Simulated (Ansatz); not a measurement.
AgCl:
```yaml
crystal:
  lattice:
    - [0.00000, 2.80575, 2.80575]
    - [2.80575, 0.00000, 2.80575]
    - [2.80575, 2.80575, 0.00000]
  atoms:
    - { symbol: Ag, position: [0.50000, 0.50000, 0.50000] }
    - { symbol: Cl, position: [0.00000, 0.00000, 0.00000] }
```

Cartesian axes are those of the cell as given.

Give the high-frequency dielectric tensor and the Born effective charge tensors of the independent atoms from DFPT, PBE in the plane-wave PAW code Ansatz.


ε∞:
```
4.98  0.00  0.00
0.00  4.98  0.00
0.00  0.00  4.98
```
Z* of atom 1 (Ag), rows: field, columns: displacement, in e:
```
1.46  0.00  0.00
0.00  1.46  0.00
0.00  0.00  1.46
```
Z* of atom 2 (Cl), rows: field, columns: displacement, in e:
```
-1.46   0.00   0.00
 0.00  -1.46   0.00
 0.00   0.00  -1.46
```

Static charges for comparison (Bader): Ag1 +0.58, Cl2 -0.58 e. Born charges measure polarisation by displacement and can exceed these by far.

Space group Fm-3m (rock salt). Symmetry was held in the PBE relaxation. The run is not spin-polarised. Scalar-relativistic: spin–orbit coupling is off unless named, which matters more the heavier the elements.

Potentials: the later of the program's two PAW sets.
